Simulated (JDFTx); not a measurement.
System: WC(0001) (P-6m2 bulk; lattice of mp-1894, not re-optimised at this level), 1x1 cell of 5 atoms in 5 planes (C outermost, slab composition W2C3), area 7.37 Å² a face, 5.7 Å between the outermost planes in a cell 21.7 Å high; k mesh 8×8×1, Fermi width 0.01 Ha, no spin polarisation. Whether this polymorph is the ambient one wasn't checked.

Level of theory: PBE, GBRV ultrasoft potentials, plane waves to 20/100 Ha; code: JDFTx (a modified build). Vacuum. The outer atoms relax from bulk positions, keeping the cell's symmetry; the lattice is not PBE's own optimum in this code, and that strain can shift the moves by a few hundredths of an ångström. Input:

```
lattice \
  5.5115562989 -2.7557781400 0.0000000000 \
  0.0000000000 4.7731477621 0.0000000000 \
  0.0000000000 0.0000000000 41.0070569044
coords-type Lattice
ion C 0.3333333330 0.6666666670 -0.1308497700 1
ion C 0.3333333330 0.6666666670 0.0000000000 0
ion C 0.3333333330 0.6666666670 0.1308497700 1
ion W 0.0000000000 0.0000000000 -0.0654248850 0
ion W 0.0000000000 0.0000000000 0.0654248850 0
ion-species pseudo/c_pbe_v1.2.upf
ion-species pseudo/w_pbe_v1.2.upf
elec-cutoff 20 100
elec-ex-corr gga-PBE
coulomb-interaction Slab 001
coulomb-truncation-embed 0 0 0
kpoint-folding 8 8 1
elec-smearing Fermi 0.01
lcao-params 10
elec-n-bands 31
electronic-scf nIterations 100 energyDiffThreshold 1e-07
ionic-minimize nIterations 10 energyDiffThreshold 1e-5 knormThreshold 4e-4
dump-name vac.$VAR
dump End State Ecomponents EigStats BandEigs Forces ElecDensity IonicPositions Fillings Kpoints Dtot
```

Task: How far do the free atoms of the upper face move along the normal, and how much energy is released?

Result: C (atom 3) -0.31 Å (positive: outward). The free energy falls by 1.375 eV per cell, 1495 mJ/m².
